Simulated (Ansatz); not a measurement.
Cutoff convergence: ZnS

System: ZnS (zinc blende type, first atom moved by 0.06 Å along [111]), 2 atoms in the cell.

```xyz
2
Lattice="0.0000 2.7250 2.7250 2.7250 0.0000 2.7250 2.7250 2.7250 0.0000" Properties=species:S:1:pos:R:3 pbc="T T T"
Zn    0.0346    0.0346    0.0346
S     1.3625    1.3625    1.3625
```

Theory: HSE06, plane waves, PAW datasets (generated soft set 1) in Ansatz 0.2.0 development build.

Exchange singularity: Wigner-Seitz; k-mesh 4×4×4 Γ-centred; Fermi–Dirac smearing of 0.05 eV; no spin polarisation.

```
cutoff (eV)  E − E(top) (meV/atom)  pressure at fixed basis (GPa)  corrected pressure (GPa)  rms force change (meV/Å)
        280                  133.3                          -9.61                     -0.25                       4.8
        300                   50.7                          -4.32                     -0.46                       2.8
        320                   20.5                          -1.89                     -0.55                       2.8
        340                   11.9                          -1.04                     -0.62                       2.5
        380                    7.8                          -0.76                     -0.63                       1.9
        420                    4.9                          -0.79                     -0.62                       1.1
        480                    1.3                          -0.71                     -0.62                       0.3
        560                    0.0                          -0.64                     -0.62                       0.0
```

Against the 560 eV run, no lower cutoff brings the total energy within 1 meV/atom. Forces lie within 20 meV/Å (rms) from 280 eV on. The pressure at a fixed basis moves by -8.97 GPa at 280 eV.

The k-mesh is modest, so these values aren't fully converged in k.
